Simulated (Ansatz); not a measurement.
An Ansatz (a first-principles code) input:

Ansatz 0.2 input:
```yaml
crystal:
  lattice:
    - [4.5589649816, 0.0, 0.0]
    - [0.0, 5.0358898408, 0.0]
    - [-1.4312750696, 0.0, 6.6622019759]
  atoms:
    - { symbol: Rb, position: [0.2289654507, 0.25, 0.7631397087] }
    - { symbol: Rb, position: [0.7710345493, 0.75, 0.2368602913] }
    - { symbol: H, position: [0.5235000658, 0.25, 0.4071860041] }
    - { symbol: H, position: [0.4764999342, 0.75, 0.5928139959] }
    - { symbol: S, position: [0.2678681866, 0.25, 0.2626155442] }
    - { symbol: S, position: [0.7321318134, 0.75, 0.7373844558] }
kpoints:
  mp_grid: { grid: [6, 5, 4] }
basis: { xc_grid: 2 }
hamiltonian:
  xc: pbesol
  pseudopotentials: { kind: paw }
scf:
  occupations: { method: fixed }
output:
  optics: { e_range: [0.0, 15.0], de: 0.05, sigma: 0.1, bands: { spectra_wanted_up_to: 12 eV } }
```

Q: How many symmetry operations and irreducible k-points will the run report?

A: 4 operations, 42 of 120 k-points.

Q: With a cutoff of 420 eV, how many plane waves at Γ?

A: 2999.

It took around 110 core-seconds (rough) on shared server cores.

Space group P2_1/m. The workflow started from a Materials Project entry (that database holds measured and hypothetical structures alike); the Crystallography Open Database copy checked does not list it. Its standing as an ambient phase is unchecked. The PBEsol relaxation kept the symmetry of its start; whether a distortion lowers the energy is not shown. Scalar-relativistic: spin–orbit coupling is off unless named, which matters more the heavier the elements.

Potentials: the later of the program's two PAW sets.

Ansatz is a plane-wave DFT program.
